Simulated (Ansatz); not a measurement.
Electric field gradients in BiAs

```
As Bi
1.0
     5.03427    0.00000    0.00000
    -2.51713    4.35980    0.00000
     0.00000    0.00000    6.49567
As Bi
2 2
Direct
  0.33333 0.66667 0.97259
  0.66667 0.33333 0.47259
  0.33333 0.66667 0.40341
  0.66667 0.33333 0.90341
```

Atoms are numbered in the order listed.

The structure comes from a relaxation in the same program, started in the wurtzite type, and has space group P6_3mc. Whether it is a known phase or the ground state wasn't checked.

Methods: DFT, PBE, all-electron PAW with datasets made for the crystal, scalar-relativistic (Ansatz 0.2.0); DFT, PBE, PAW with Ansatz's default frozen-core files, scalar-relativistic (Ansatz 0.2.0).

For the crystal-made all-electron datasets (AE datasets): a Γ-centred 10×10×6 k mesh, Fermi–Dirac smearing of 0.08 eV, cutoff 240 eV (chosen by the program for this cell), no spin polarisation. PAW takes a cutoff of 420 eV at this cell. The Ansatz runs share mesh, smearing and spin set-up.

No spin–orbit coupling: at heavy atoms the gradients can be off by tens of per cent for that reason.

Vzz is the principal value of largest size of the traceless field-gradient tensor, in 10²¹ V/m², and η = (Vxx − Vyy)/Vzz with |Vzz| ≥ |Vyy| ≥ |Vxx|.

(1) Give the field gradient at each independent site.

Results:

(1) 
```json
{"site": "As1", "site symmetry": "3m.", "Vzz (η), AE datasets": "1.35 (η = 0.00)", "Vzz (η), PAW": "1.35 (η = 0.00)"}
{"site": "Bi3", "site symmetry": "3m.", "Vzz (η), AE datasets": "-4.29 (η = 0.00)", "Vzz (η), PAW": "-4.25 (η = 0.00)"}
```
